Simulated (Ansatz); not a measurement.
The relaxed structure here is a generated cell of VPt2: the first start was made by placing the elements on the sites of a structure type, and the end was not matched to a known phase here, so it may be hypothetical.

One starting cell of VPt2 (a generated cell, VPt2 placed in the AFLOW prototype A2B_tI6_139_d_a (L\'2)) was relaxed twice with Ansatz (plane waves, PAW, scalar-relativistic): with PBEsol at 420 eV and with PBE at 420 eV. The PBEsol result:

```
VPt2
1.0
   -2.10837     2.10837     2.75273
    2.10837    -2.10837     2.75273
    2.10837     2.10837    -2.75273
Pt V
2 1
Direct
  0.75000   0.25000   0.50000
  0.25000   0.75000   0.50000
  0.00000   0.00000   0.00000
```

| quantity | PBEsol | PBE |
|---|---|---|
| space group | I4/mmm | I4/mmm |
| volume (Å³/atom) | 16.32 | … |
| a (Å) | 4.217 | … |
| c (Å) | 5.505 | … |
| gap (eV, no spin-orbit coupling) | 0.00 | … |

**Question.** What does PBE give for the same quantities?

**Answer.** 
- volume (Å³/atom), PBE: 16.97
- a (Å), PBE: 4.279
- c (Å), PBE: 5.561
- gap (eV, no spin-orbit coupling), PBE: 0.00

Both levels end in the same structure; PBE's volume is 4.0 % larger. Neither column is exact.

No spin polarisation in the result.

The run could not lose the symmetry of its start, so the end can be a saddle point.

All atoms sit on sites fixed by symmetry, so only the cell could relax.

Ansatz is a quantum-chemistry and plane-wave program.
